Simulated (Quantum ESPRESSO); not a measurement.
## Hf3NbNO7 (finding a planted mistake in a log)

Simulated, not a measurement. The program is pw.x of Quantum ESPRESSO 7.5 (plane-wave density functional theory). The cell is made up: 12 atoms on a rutile lattice, with randomly drawn elements, strain and displacements, not relaxed. PseudoDojo standard norm-conserving files (v0.5 for PBE, v0.4.1 for LDA and PBEsol) set the functional; there is no spin polarisation, spin-orbit coupling or dispersion term, and the masses in the input are unused placeholders.

The hafnium pseudopotential is less sure than the others, with forces about 3 percent (worst 6) and pressure in oxides about 1.5 GPa (worst 2.7) from a second method in checks, which no rerun with the same files tests.

Intended input:

```
&control calculation='scf', pseudo_dir='./dojo.nc.sr.pbe.v0_5.standard.upf', outdir='./o', disk_io='low', tprnfor=.true., tstress=.true. /
&system ibrav=0, nat=12, ntyp=4, nbnd=54, ecutwfc=84.00895049, nosym=.true., tot_charge=0,
 occupations='smearing', smearing='fd', degauss=0.0018374661
/
&electrons conv_thr=7.350e-09, electron_maxstep=60, /
ATOMIC_SPECIES
Hf 1.0 Hf.upf
N 1.0 N.upf
Nb 1.0 Nb.upf
O 1.0 O.upf
CELL_PARAMETERS angstrom
4.8019 -0.0559 -0.0504
-0.0559 4.8056 0.0066
-0.0666 0.0087 6.1907
ATOMIC_POSITIONS angstrom
Hf -0.0795 -0.1162 0.0133
Hf 2.4242 2.3067 1.7227
Hf -0.0858 -0.0099 3.1012
Nb 2.2797 2.2905 4.6247
N 1.4044 1.4035 0.026
O 3.2303 3.3813 -0.1439
O 3.8684 0.7943 1.5401
O 0.9354 3.9788 1.568
O 1.495 1.3718 3.151
O 3.1799 3.4255 3.1032
O 3.7126 0.9022 4.6609
O 0.8326 3.7865 4.6763
K_POINTS automatic
5 5 4 1 1 1
```

The log is shortened where brackets say so; the opening notice, blank lines, dates and the lines on written files are dropped, and the path of the files is cut. It prints rydbergs, bohrs and kilobars, and counts compression as positive stress. Where no state is partly filled, the Fermi energy that it prints is only some level between the filled and the empty states on the mesh, and need not lie in the true gap.

Log of the intended run:

```
     Program PWSCF v.7.5
     Parallel version (MPI & OpenMP), running on       4 processor cores
     Number of MPI processes:                 4
     Threads/MPI process:                     1
     [start-up lines left out]
     bravais-lattice index     =            0
     lattice parameter (alat)  =       9.0754  a.u.
     unit-cell volume          =     963.8036 (a.u.)^3
     number of atoms/cell      =           12
     number of atomic types    =            4
     number of electrons       =        96.00
     number of Kohn-Sham states=           54
     kinetic-energy cutoff     =      84.0090  Ry
     charge density cutoff     =     336.0358  Ry
     scf convergence threshold =      7.3E-09
     mixing beta               =       0.7000
     number of iterations used =            8  plain     mixing
     Exchange-correlation= PBE
                           (   1   4   3   4   0   0   0)
     [axes and pseudopotential details left out]
   Cartesian axes
     site n.     atom                  positions (alat units)
         1        Hf     tau(   1) = (  -0.0165539  -0.0241958   0.0027694  )
         2        Hf     tau(   2) = (   0.5047798   0.4803134   0.3587098  )
         3        Hf     tau(   3) = (  -0.0178657  -0.0020614   0.6457484  )
         4        Nb     tau(   4) = (   0.4746913   0.4769401   0.9629797  )
         5        N      tau(   5) = (   0.2924316   0.2922442   0.0054139  )
         6        O      tau(   6) = (   0.6726303   0.7040723  -0.0299636  )
         7        O      tau(   7) = (   0.8054988   0.1653934   0.3206878  )
         8        O      tau(   8) = (   0.1947740   0.8284869   0.3264973  )
         9        O      tau(   9) = (   0.3112969   0.2856435   0.6561180  )
        10        O      tau(  10) = (   0.6621357   0.7132758   0.6461648  )
        11        O      tau(  11) = (   0.7730573   0.1878609   0.9705174  )
        12        O      tau(  12) = (   0.1733684   0.7884452   0.9737241  )
     number of k points=    50  Fermi-Dirac smearing, width (Ry)=  0.0018
                       cart. coord. in units 2pi/alat
        k(    1) = (   0.1022158   0.1009898   0.0979276), wk =   0.0400000
        k(    2) = (   0.1042487   0.1007470   0.2918895), wk =   0.0400000
     [further k points left out]
     Dense  grid:   100309 G-vectors     FFT dimensions: (  54,  54,  72)
     Estimated max dynamical RAM per process >     306.74 MB
     Estimated total dynamical RAM >       1.13 GB
     Initial potential from superposition of free atoms
     starting charge      95.9921, renormalised to      96.0000
     Starting wfcs are   72 randomized atomic wfcs
     total cpu time spent up to now is        4.1 secs
     per-process dynamical memory:   233.7 Mb
     Self-consistent Calculation
     iteration #  1     ecut=    84.01 Ry     beta= 0.70
     Davidson diagonalization with overlap
     ethr =  1.00E-02,  avg # of iterations =  2.0
     total cpu time spent up to now is       10.3 secs
     total energy              =    -713.71794844 Ry
     estimated scf accuracy    <       5.72407418 Ry
     iteration #  2     ecut=    84.01 Ry     beta= 0.70
     Davidson diagonalization with overlap
     ethr =  5.96E-03,  avg # of iterations =  5.9
     total cpu time spent up to now is       19.8 secs
     total energy              =    -711.46215995 Ry
     estimated scf accuracy    <      28.13343706 Ry
     [iterations 3 to 15 left out]
     iteration # 16     ecut=    84.01 Ry     beta= 0.70
     Davidson diagonalization with overlap
     ethr =  5.31E-11,  avg # of iterations =  5.2
     total cpu time spent up to now is      124.8 secs
     total energy              =    -716.65567428 Ry
     estimated scf accuracy    <       0.00000003 Ry
     iteration # 17     ecut=    84.01 Ry     beta= 0.70
     Davidson diagonalization with overlap
     ethr =  2.77E-11,  avg # of iterations =  2.0
     total cpu time spent up to now is      131.1 secs
     End of self-consistent calculation
     [lines on levels left out]
     the Fermi energy is    11.9038 ev
!    total energy              =    -716.65567428 Ry
     estimated scf accuracy    <          5.0E-09 Ry
     smearing contrib. (-TS)   =      -0.00000000 Ry
     internal energy E=F+TS    =    -716.65567428 Ry
     The total energy is F=E-TS. E is the sum of the following terms:
     one-electron contribution =    -168.53875394 Ry
     hartree contribution      =     136.71671806 Ry
     xc contribution           =    -177.15776244 Ry
     ewald contribution        =    -507.67587596 Ry
     convergence has been achieved in  17 iterations
     Forces acting on atoms (cartesian axes, Ry/au):
     atom    1 type  1   force =     0.10994752    0.05238082   -0.01008324
     atom    2 type  1   force =    -0.05033026   -0.01113103   -0.27498809
     atom    3 type  1   force =     0.06656031   -0.02450209    0.05021770
     atom    4 type  3   force =    -0.07560881   -0.03071032    0.31344196
     atom    5 type  2   force =     0.07281236    0.08645332   -0.08133461
     atom    6 type  4   force =    -0.05276295   -0.08136097    0.02759274
     atom    7 type  4   force =    -0.06938483    0.09033373    0.00208637
     atom    8 type  4   force =     0.01458037   -0.07552442    0.05180511
     atom    9 type  4   force =    -0.04169200   -0.01230154   -0.01781152
     atom   10 type  4   force =     0.01082547   -0.01080277    0.04295732
     atom   11 type  4   force =     0.01312988    0.02822484   -0.05683051
     atom   12 type  4   force =     0.00192293   -0.01105957   -0.04705323
     Total force =     0.517327     Total SCF correction =     0.000156
     Computing stress (Cartesian axis) and pressure
          total   stress  (Ry/bohr**3)                   (kbar)     P=      178.48
   0.00104155   0.00063401   0.00042594          153.22       93.27       62.66
   0.00063401   0.00099768   0.00011683           93.27      146.76       17.19
   0.00042594   0.00011683   0.00160067           62.66       17.19      235.47
     init_run     :      3.90s CPU      4.05s WALL (       1 calls)
     electrons    :    126.70s CPU    126.97s WALL (       1 calls)
     forces       :      1.53s CPU      1.54s WALL (       1 calls)
     stress       :      5.25s CPU      5.37s WALL (       1 calls)
     [timing details left out]
     PWSCF        :   2m17.49s CPU   2m18.06s WALL
     JOB DONE.
```

A second run was made from an input with one planted mistake. Its log:

```
     Program PWSCF v.7.5
     Parallel version (MPI & OpenMP), running on       4 processor cores
     Number of MPI processes:                 4
     Threads/MPI process:                     1
     [start-up lines left out]
     bravais-lattice index     =            0
     lattice parameter (alat)  =       9.0754  a.u.
     unit-cell volume          =     963.8036 (a.u.)^3
     number of atoms/cell      =           12
     number of atomic types    =            4
     number of electrons       =        95.00
     number of Kohn-Sham states=           54
     kinetic-energy cutoff     =      84.0090  Ry
     charge density cutoff     =     336.0358  Ry
     scf convergence threshold =      7.3E-09
     mixing beta               =       0.7000
     number of iterations used =            8  plain     mixing
     Exchange-correlation= PBE
                           (   1   4   3   4   0   0   0)
     [axes and pseudopotential details left out]
   Cartesian axes
     site n.     atom                  positions (alat units)
         1        Hf     tau(   1) = (  -0.0165539  -0.0241958   0.0027694  )
         2        Hf     tau(   2) = (   0.5047798   0.4803134   0.3587098  )
         3        Hf     tau(   3) = (  -0.0178657  -0.0020614   0.6457484  )
         4        Nb     tau(   4) = (   0.4746913   0.4769401   0.9629797  )
         5        N      tau(   5) = (   0.2924316   0.2922442   0.0054139  )
         6        O      tau(   6) = (   0.6726303   0.7040723  -0.0299636  )
         7        O      tau(   7) = (   0.8054988   0.1653934   0.3206878  )
         8        O      tau(   8) = (   0.1947740   0.8284869   0.3264973  )
         9        O      tau(   9) = (   0.3112969   0.2856435   0.6561180  )
        10        O      tau(  10) = (   0.6621357   0.7132758   0.6461648  )
        11        O      tau(  11) = (   0.7730573   0.1878609   0.9705174  )
        12        O      tau(  12) = (   0.1733684   0.7884452   0.9737241  )
     number of k points=    50  Fermi-Dirac smearing, width (Ry)=  0.0018
                       cart. coord. in units 2pi/alat
        k(    1) = (   0.1022158   0.1009898   0.0979276), wk =   0.0400000
        k(    2) = (   0.1042487   0.1007470   0.2918895), wk =   0.0400000
     [further k points left out]
     Dense  grid:   100309 G-vectors     FFT dimensions: (  54,  54,  72)
     Estimated max dynamical RAM per process >     306.74 MB
     Estimated total dynamical RAM >       1.13 GB
     Initial potential from superposition of free atoms
     starting charge      95.9921, renormalised to      95.0000
     Starting wfcs are   72 randomized atomic wfcs
     total cpu time spent up to now is        4.2 secs
     per-process dynamical memory:   241.0 Mb
     Self-consistent Calculation
     iteration #  1     ecut=    84.01 Ry     beta= 0.70
     Davidson diagonalization with overlap
     ethr =  1.00E-02,  avg # of iterations =  2.0
     total cpu time spent up to now is       10.8 secs
     total energy              =    -714.74956151 Ry
     estimated scf accuracy    <       5.46681279 Ry
     iteration #  2     ecut=    84.01 Ry     beta= 0.70
     Davidson diagonalization with overlap
     ethr =  5.75E-03,  avg # of iterations =  5.8
     total cpu time spent up to now is       20.2 secs
     total energy              =    -712.61107140 Ry
     estimated scf accuracy    <      22.81974333 Ry
     [iterations 3 to 14 left out]
     iteration # 15     ecut=    84.01 Ry     beta= 0.70
     Davidson diagonalization with overlap
     ethr =  1.46E-10,  avg # of iterations =  4.2
     total cpu time spent up to now is      120.2 secs
     total energy              =    -717.45424230 Ry
     estimated scf accuracy    <          9.5E-09 Ry
     iteration # 16     ecut=    84.01 Ry     beta= 0.70
     Davidson diagonalization with overlap
     ethr =  1.00E-11,  avg # of iterations =  4.3
     total cpu time spent up to now is      129.5 secs
     End of self-consistent calculation
     [lines on levels left out]
     the Fermi energy is    10.4148 ev
!    total energy              =    -717.45424230 Ry
     estimated scf accuracy    <          4.3E-09 Ry
     smearing contrib. (-TS)   =      -0.00105805 Ry
     internal energy E=F+TS    =    -717.45318425 Ry
     The total energy is F=E-TS. E is the sum of the following terms:
     one-electron contribution =    -169.80579243 Ry
     hartree contribution      =     136.17103254 Ry
     xc contribution           =    -176.14254840 Ry
     ewald contribution        =    -507.67587596 Ry
     convergence has been achieved in  16 iterations
     Forces acting on atoms (cartesian axes, Ry/au):
     atom    1 type  1   force =     0.07054924    0.02376714    0.00486747
     atom    2 type  1   force =    -0.01649974    0.01506793   -0.22055976
     atom    3 type  1   force =     0.05725675   -0.02042592    0.03542934
     atom    4 type  3   force =    -0.01176341    0.02002744    0.20741724
     atom    5 type  2   force =     0.04018836    0.05986293   -0.05799214
     atom    6 type  4   force =    -0.06586711   -0.09301164    0.01800633
     atom    7 type  4   force =    -0.07264220    0.09150987   -0.01446529
     atom    8 type  4   force =     0.02437061   -0.07462645    0.02778044
     atom    9 type  4   force =    -0.03594204   -0.00630341   -0.00259147
     atom   10 type  4   force =     0.00079948   -0.02428324    0.05265267
     atom   11 type  4   force =    -0.01120560    0.04544366   -0.03238720
     atom   12 type  4   force =     0.02075565   -0.03702830   -0.01815762
     Total force =     0.394926     Total SCF correction =     0.000105
     Computing stress (Cartesian axis) and pressure
          total   stress  (Ry/bohr**3)                   (kbar)     P=       12.02
  -0.00014288   0.00075719   0.00036055          -21.02      111.39       53.04
   0.00075719  -0.00029620   0.00008181          111.39      -43.57       12.03
   0.00036055   0.00008181   0.00068413           53.04       12.03      100.64
     init_run     :      3.98s CPU      4.12s WALL (       1 calls)
     electrons    :    124.97s CPU    125.29s WALL (       1 calls)
     forces       :      1.62s CPU      1.64s WALL (       1 calls)
     stress       :      5.46s CPU      5.59s WALL (       1 calls)
     [timing details left out]
     PWSCF        :   2m16.14s CPU   2m16.79s WALL
     JOB DONE.
```

Question: what was wrong in the second input?

Answer: the cell has the wrong charge. The input lines that differ, file-writing options aside:

```
- &system ibrav=0, nat=12, ntyp=4, nbnd=54, ecutwfc=84.00895049, nosym=.true., tot_charge=0,
+ &system ibrav=0, nat=12, ntyp=4, nbnd=54, ecutwfc=84.00895049, nosym=.true., tot_charge=1,
```

|  | intended run | run with the mistake |
| --- | --- | --- |
| free energy (eV) | -9750.597 | -9761.462 |
| smearing term -TS (eV) | 0.0000 | -0.0144 |
| pressure (GPa) | 17.85 | 1.20 |
| largest force component (eV/Å) | 8.059 | 5.671 |
| largest change of a force component (eV/Å) |  | 2.726 |
| iterations | 17 | 16 |

For scale, a rerun of the intended cell at 1467 eV and a 7 x 7 x 6 mesh moved values by no more than 0.005 eV in energy, 0.04 GPa in stress and 0.002 eV/Å in force. The charged cell sits in a uniform background, so its energy and stress rest on the program's zero of potential.